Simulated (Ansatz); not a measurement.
Relaxation of a generated trial cell of Ag in the AFLOW prototype A_oP8_62_2c (A_c); 8 atoms in the cell, which starts as Pnma (No. 62), oP8; a = 6.409 Å, b = 4.543 Å, c = 4.700 Å, α = 90.00°, β = 90.00°, γ = 90.00°. Calculation: r2SCAN (plane waves to 500 eV, PAW, scalar-relativistic; Ansatz, a first-principles code). Γ-centred k-mesh 5×7×7 on the run's cell (coarser than for final values), Fermi–Dirac smearing 0.05 eV. This is the first round of the run. 

The optimiser's lines from the output (shortened; P is positive under compression):

```
relax step   1: F+E_penalty+E_count = -60828.44773674 eV  Δ(F+E_penalty+E_count) = +0.000e0 eV  max|allowed force component| = 1.702e0 eV/Å  Δτ_max = 0.0000 Å  P = +16.994 GPa  Ω = 136.836 Å³  (8 SCF iters, dr2 threshold 1.00e-7 eV, accepted)
relax step   2: F+E_penalty+E_count = -60830.52316716 eV  Δ(F+E_penalty+E_count) = -2.075e0 eV  max|allowed force component| = 6.293e-1 eV/Å  Δτ_max = 0.1622 Å  P = +0.239 GPa  Ω = 148.888 Å³  (10 SCF iters, dr2 threshold 8.00e-7 eV, accepted)
relax step   3: F+E_penalty+E_count = -60831.29075270 eV  Δ(F+E_penalty+E_count) = -7.676e-1 eV  max|allowed force component| = 3.623e-1 eV/Å  Δτ_max = 0.1950 Å  P = +0.062 GPa  Ω = 143.442 Å³  (10 SCF iters, dr2 threshold 8.00e-7 eV, accepted)
relax step   4: F+E_penalty+E_count = -60831.74133721 eV  Δ(F+E_penalty+E_count) = -4.506e-1 eV  max|allowed force component| = 2.155e-1 eV/Å  Δτ_max = 0.2000 Å  P = -0.297 GPa  Ω = 140.121 Å³  (8 SCF iters, dr2 threshold 8.00e-7 eV, accepted)
relax step   5: F+E_penalty+E_count = -60831.80606250 eV  Δ(F+E_penalty+E_count) = -6.473e-2 eV  max|allowed force component| = 4.572e-3 eV/Å  Δτ_max = 0.0694 Å  P = +0.122 GPa  Ω = 138.998 Å³  (10 SCF iters, dr2 threshold 8.00e-7 eV, accepted)
relax step   6: F+E_penalty+E_count = -60831.80604702 eV  Δ(F+E_penalty+E_count) = +1.547e-5 eV  max|allowed force component| = 1.837e-4 eV/Å  Δτ_max = 0.0012 Å  P = -0.002 GPa  Ω = 139.168 Å³  (5 SCF iters, dr2 threshold 4.61e-8 eV, accepted)
relax step   7: F+E_penalty+E_count = -60831.80782253 eV  Δ(F+E_penalty+E_count) = -1.776e-3 eV  max|allowed force component| = 2.174e-4 eV/Å  Δτ_max = 0.0000 Å  P = +0.004 GPa  Ω = 139.168 Å³  stress off target by 2.53e-2 GPa  SCF on the basis re-selected at this cell (its energy is not comparable with the rows above)  (7 SCF iters)
relax step   8: F+E_penalty+E_count = -60831.80782306 eV  Δ(F+E_penalty+E_count) = -5.294e-7 eV  max|allowed force component| = 3.884e-5 eV/Å  Δτ_max = 0.0000 Å  P = +0.001 GPa  Ω = 139.174 Å³  (4 SCF iters, dr2 threshold 1.60e-9 eV, accepted)
relax step   9: F+E_penalty+E_count = -60831.80782459 eV  Δ(F+E_penalty+E_count) = -1.533e-6 eV  max|allowed force component| = 3.951e-5 eV/Å  Δτ_max = 0.0000 Å  P = +0.001 GPa  Ω = 139.174 Å³  stress off target by 1.91e-3 GPa  SCF on the basis re-selected at this cell (its energy is not comparable with the rows above)  (5 SCF iters)
```

From the first to the last row the energy changes by -0.42 eV/atom and the volume by +1.7 %. The last row is marked as not comparable with the walk above it, whose basis was carried along; it does compare with step 1, since both stand on a basis selected at the nominal cutoff for their own cell.

Later rounds, restarted from the end of this one on a renewed k-mesh, logged 8 more steps and released under 0.01 eV/atom more. The final structure after all rounds: I4/mmm (No. 139), tI2; a = b = 3.371 Å, c = 3.070 Å, α = β = γ = 90.00°. Between re-selections the logged energies stand on a plane-wave basis carried along with the cell. No spin polarisation in the result.

The run could not lose the symmetry of its start: the end is stationary, and may be a saddle point rather than a minimum.

The relaxed structure here is a generated cell of Ag: the first start was made by placing the elements on the sites of a structure type, and the end was not matched to a known phase here, so it may be hypothetical. Known forms of Ag include space group No. 225.
